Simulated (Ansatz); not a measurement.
CuF (wurtzite) was relaxed with 5 functionals in the PAW code Ansatz, cell and atoms free, the symmetry of the start kept (meshes: PBE 12×12×6, r2SCAN 12×12×4, PBEsol 12×12×4, LDA 12×12×4, HSE06 6×6×2). Spin-unpolarised throughout. Whether this structure exists isn't addressed.

The HSE06 result:
```cif
data_structure
_symmetry_space_group_name_H-M 'P6_3mc'
_symmetry_Int_Tables_number 186
_cell_length_a 2.9765
_cell_length_b 2.9765
_cell_length_c 6.5422
_cell_angle_alpha 90.000
_cell_angle_beta 90.000
_cell_angle_gamma 120.000
_cell_volume 50.19
loop_
_atom_site_label
_atom_site_type_symbol
_atom_site_symmetry_multiplicity
_atom_site_Wyckoff_symbol
_atom_site_fract_x
_atom_site_fract_y
_atom_site_fract_z
_atom_site_occupancy
Cu1 Cu 2 b 0.33333 0.66667 0.04058 1
F1 F 2 b 0.33333 0.66667 0.33442 1
```

It is hexagonal, P6_3mc (No. 186); a = 2.976 Å, c = 6.542 Å in the conventional setting, 12.55 Å³ an atom. Cu has 4 F at 1.92–2.18 Å; F has 4 Cu at 1.92–2.18 Å.

(1) Order the functionals by the relaxed volume, smallest first.
A. HSE06
B. r2SCAN
C. PBEsol
D. PBE
E. LDA

(2) How does the cell change with PBEsol?

(3) What lattice does r2SCAN give?

(4) Held at the r2SCAN cell, what mean stress do LDA and PBE find, and does its sign point to their own minimum?

Answers

(1) E (10.45 Å³/atom), C (11.09 Å³/atom), B (11.33 Å³/atom), D (12.09 Å³/atom), A (12.55 Å³/atom).

(2) a = 2.755 Å, c = 6.752 Å; the volume differs by -11.6 % from HSE06's. Cu is surrounded by 4 F at 1.90–2.17 Å; F is surrounded by 4 Cu at 1.90–2.17 Å.

(3) a = 2.790 Å, c = 6.721 Å; the volume differs by -9.7 % from HSE06's. Cu is surrounded by 4 F at 1.90–2.17 Å; F is surrounded by 4 Cu at 1.90–2.17 Å.

(4) Yes. LDA -7.13 GPa, and its relaxed volume is -7.7 % from r2SCAN's; PBE +5.75 GPa, and its relaxed volume is +6.8 % from r2SCAN's. Compression counts positive, so a positive stress asks for a larger cell.
